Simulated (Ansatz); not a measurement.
Ga2O3:
```
CELL_PARAMETERS angstrom
      6.12775     1.51971     0.00000
     -6.12775     1.51971     0.00000
     -1.38640     0.00000     5.64053
ATOMIC_POSITIONS crystal
  Ga 0.09046 0.90954 0.79465
  Ga 0.90954 0.09046 0.20535
  Ga 0.65879 0.34121 0.31432
  Ga 0.34121 0.65879 0.68568
  O  0.16418 0.83582 0.10909
  O  0.83582 0.16418 0.89091
  O  0.17336 0.82664 0.56356
  O  0.82664 0.17336 0.43644
  O  0.49631 0.50369 0.25627
  O  0.50369 0.49631 0.74373
```

Relaxed with r²SCAN.

### Question
Give the Bader charges and basin volumes of the independent atoms, plane-wave PAW r²SCAN (Ansatz code).

### Answer


```csv
atom,Bader charge (e),Bader volume (Å³)
Ga1,+1.95,8.5
Ga3,+2.02,7.0
O5,-1.32,13.0
O7,-1.33,11.7
O9,-1.32,12.4
```

Space group C2/m. The r²SCAN relaxation kept the symmetry of its start.

Potentials: the later of the program's two PAW sets.
